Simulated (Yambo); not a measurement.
Material: Cs$_{2}$NaScF$_{6}$ (space group Fm-3m, No. 225); a = b = c = 6.3589 Å, α = β = γ = 60.00° (10 atoms in the cell). The geometry is that of Materials Project entry mp-6204, symmetrised and not relaxed again.

With LDA (Quantum ESPRESSO, PseudoDojo norm-conserving, 88 Ry, without SOC), the gap between the mesh's edge points (Γ → Γ) is 6.785 eV.

**Question.** What does a G0W0 run in Yambo give for it (2×2×2 Γ-centred k mesh, bands 3 to 342 and a 8 Ry block in the screening, 342 bands in G with the Bruneval-Gonze terminator, plasmon pole fitted at 27.2 eV)?

**Answer.** The correction is 5.011 eV, giving 11.796 eV, 1.7 times the LDA value.  Nearest settings tried, and what they do to the gap: 264 bands in W, 264 bands in G: +24 meV; 6 Ry block (331 vectors against 531): +69 meV; 1×1×1 mesh: -147 meV. So the settings aren't converged at that level. The k mesh is coarse. 

The structure is a Materials Project entry; no match was found in the copy of COD used, and its stability was not checked.
